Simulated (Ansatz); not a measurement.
# Where the states of SbP lie

Space group Fm-3m (No. 225). a = 5.635 Å, b = 5.635 Å, c = 5.635 Å, α = 90.00°, β = 90.00°, γ = 90.00°
```csv
atom,site,symmetry,x,y,z
Sb,4a,m-3m,0.0000,0.0000,0.0000
P,4b,m-3m,0.5000,0.0000,0.0000
```

The runs use the primitive cell with vectors (0.000, 2.818, 2.818), (2.818, 0.000, 2.818), (2.818, 2.818, 0.000) Å, to which the k mesh refers.

The cell was built from the rocksalt type and relaxed in the same program, and has space group Fm-3m; it needn't be a known or the stable phase.

No spin–orbit coupling, which matters for the heavy atoms here.

Computed with DFT, PBE, all-electron LAPW, scalar-relativistic in Ansatz 0.2.0.

Settings: a Γ-centred 11×11×11 k mesh, Fermi–Dirac smearing of 0.05 eV, basis error target 0.5 meV/atom, no spin polarisation.

States per eV and cell, averaged over 0.6 eV, from -10.0 to 0.6 eV, with energies (bin centres) from the Fermi level; empty bins are left out. 

| E (eV) | total |
| --- | --- |
| -9.8 | 0.49 |
| -9.2 | 0.92 |
| -8.6 | 0.64 |
| -8.0 | 0.52 |
| -7.4 | 0.33 |
| -6.8 | 0.20 |
| -6.2 | 0.38 |
| -5.6 | 0.57 |
| -5.0 | 0.77 |
| -4.4 | 1.04 |
| -3.8 | 1.28 |
| -3.2 | 1.25 |
| -2.6 | 1.24 |
| -2.0 | 1.25 |
| -1.4 | 0.94 |
| -0.8 | 1.12 |
| -0.2 | 0.40 |
| 0.4 | 0.73 |
